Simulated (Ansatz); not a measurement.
Rocksalt alloy of LiH and LiF (28 of 32 H sites exchanged), 64 atoms

Ansatz, PAW, plane waves. PBEsol relaxation of volume and atoms (shape held) at the single k point (¼, ¼, ¼) without its symmetry partners; single points on the relaxed atoms at the single k point (¼, ¼, ¼) without its symmetry partners, onto which points of the small cell's zone fold. Arrangement: clustered. No spin–orbit coupling unless named.

Relaxed structure:

```cif
data_structure
_symmetry_space_group_name_H-M 'P 1'
_symmetry_Int_Tables_number 1
_cell_length_a 8.0153
_cell_length_b 8.0153
_cell_length_c 8.0153
_cell_angle_alpha 90.000
_cell_angle_beta 90.000
_cell_angle_gamma 90.000
_cell_volume 514.93
loop_
_atom_site_label
_atom_site_type_symbol
_atom_site_fract_x
_atom_site_fract_y
_atom_site_fract_z
_atom_site_occupancy
F1 F 0.24999 0.99947 0.99982 1
F2 F 0.25022 0.99932 0.50002 1
F3 F 0.25015 0.49969 0.00010 1
F4 F 0.24981 0.50005 0.50010 1
F5 F 0.74991 0.00006 0.99980 1
F6 F 0.74989 0.99941 0.50030 1
F7 F 0.74985 0.49968 0.49964 1
F8 F 0.00004 0.24942 0.99989 1
F9 F 0.00005 0.24986 0.50015 1
F10 F 0.99995 0.74959 0.49962 1
F11 F 0.50011 0.25021 0.99990 1
F12 F 0.49988 0.24991 0.49994 1
F13 F 0.49973 0.74952 0.00019 1
F14 F 0.50024 0.74924 0.49992 1
F15 F 0.99971 0.99955 0.24989 1
F16 F 0.00002 0.99996 0.74967 1
F17 F 0.99999 0.49957 0.25045 1
F18 F 0.50031 0.99972 0.24969 1
F19 F 0.50034 0.99952 0.75019 1
F20 F 0.50011 0.49979 0.24979 1
F21 F 0.49956 0.49966 0.75001 1
F22 F 0.24976 0.24978 0.24992 1
F23 F 0.24958 0.24989 0.75009 1
F24 F 0.24965 0.74949 0.24962 1
F25 F 0.25015 0.74978 0.75001 1
F26 F 0.75022 0.24980 0.24987 1
F27 F 0.75026 0.24950 0.74977 1
F28 F 0.74999 0.74973 0.25004 1
H1 H 0.75158 0.50120 0.99842 1
H2 H 0.99849 0.74841 0.99869 1
H3 H 0.99864 0.50156 0.75150 1
H4 H 0.75145 0.74815 0.75152 1
Li1 Li 0.99965 0.00066 0.99933 1
Li2 Li 0.99942 0.99935 0.50022 1
Li3 Li 0.00032 0.49909 0.00031 1
Li4 Li 0.99945 0.50000 0.49952 1
Li5 Li 0.50012 0.99920 0.99935 1
Li6 Li 0.50023 0.99977 0.50017 1
Li7 Li 0.49948 0.49994 0.99956 1
Li8 Li 0.50038 0.49976 0.50020 1
Li9 Li 0.24997 0.25016 0.99968 1
Li10 Li 0.25002 0.25000 0.50005 1
Li11 Li 0.25064 0.74948 0.99970 1
Li12 Li 0.24999 0.74944 0.50005 1
Li13 Li 0.75019 0.24886 0.99972 1
Li14 Li 0.75016 0.24962 0.49991 1
Li15 Li 0.74923 0.75031 0.00063 1
Li16 Li 0.75020 0.74949 0.49918 1
Li17 Li 0.24973 0.99949 0.24976 1
Li18 Li 0.24980 0.99950 0.74974 1
Li19 Li 0.24976 0.50005 0.24997 1
Li20 Li 0.25030 0.49999 0.75009 1
Li21 Li 0.74971 0.99944 0.24973 1
Li22 Li 0.74997 0.00017 0.75018 1
Li23 Li 0.75024 0.50018 0.25054 1
Li24 Li 0.74936 0.49955 0.74926 1
Li25 Li 0.99977 0.24967 0.24977 1
Li26 Li 0.99966 0.24889 0.75018 1
Li27 Li 0.99966 0.74935 0.25050 1
Li28 Li 0.00059 0.75028 0.74972 1
Li29 Li 0.50029 0.24983 0.24949 1
Li30 Li 0.50043 0.24955 0.75047 1
Li31 Li 0.50028 0.74948 0.24973 1
Li32 Li 0.49944 0.74944 0.75029 1
```

(1) What are the mean bond lengths by pair (pairs within 1.2 times the sum of covalent radii, less contacts 15 % beyond the pair's median; cation–cation pairs of compounds aside; long ionic contacts are cut short by that bound)?

(2) What gap lies between the top filled and the lowest empty level in the single points?

Answers

(1) F–Li 2.003 ± 0.003 Å (standard deviation, 168 bonds). No contact of H falls within that bound.

(2) HSE06 8.38 eV (10 s on NVIDIA GB300). Away from Γ this isn't the crystal's band gap.
